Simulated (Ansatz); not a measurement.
Trial structure of Yb₄HOs, not yet relaxed:

```xyz
6
Lattice="0.0000 3.8381 3.8381 3.8381 0.0000 3.8381 3.8381 3.8381 0.0000" Properties=species:S:1:pos:R:3 pbc="T T T"
Yb    0.9749    2.8632    2.8632
Yb    0.9749    0.9749    0.9749
Yb    2.8632    0.9749    2.8632
Yb    2.8632    2.8632    0.9749
H     0.0000    0.0000    0.0000
Os    3.8381    3.8381    3.8381
```

These are results of DFT PBE, scalar-relativistic, plane waves, PAW in Ansatz 0.2.0, not measurements. Settings: cutoff 420 eV, Γ-centred mesh 4×4×4 on the computed 6-atom cell, Gaussian smearing of 0.10 eV; no spin polarisation.

Formation energies are uncorrected and refer to the elements' standard structures at the same level (H₂ as a molecule).

Q: Estimate its pressure, forces and energy as it stands.

A: The pressure is 25.1 GPa (it wants to expand), the largest force is 2.31 eV/Å, and the energy is +1.63 eV/atom against the elements. The shortest distance is 1.69 Å.

Q: Is it a good guess?

A: A rough one: relaxing gains about 0.55 eV/atom (the start's value is from the coarse mesh, so the gain is rough) in 14 ionic steps and ends at +1.08 eV/atom on the finer mesh. The symmetry stays F-43m (No. 216). The volume per atom grows by 54.4 %, from 18.8 to 29.1 Å³. The shortest distance goes from 1.69 Å (Yb–H) to 1.97 Å (Yb–H). Conventional cell: a = 8.872 Å. Yb has 1 H at 1.97 Å, 6 Yb at 3.05–3.22 Å and 3 Os at 3.67 Å; H is surrounded by 4 Yb at 1.97 Å; around Os lie 12 Yb at 3.67 Å.

The last run used collinear spin, an 8×8×8 mesh for its 6-atom cell and Gaussian smearing of 0.10 eV. These runs have no spin–orbit coupling, which can matter for Os. With hydrogen, zero-point motion can shift formation energies by some tens of meV/atom. The 4f shell of Yb is treated without a Hubbard U. Another magnetic order may lie lower. The relaxation can't lower the symmetry of the start, and the grade says only how near the guess is to its own end. Symmetry constrained the relaxation, so the result can be a saddle point.
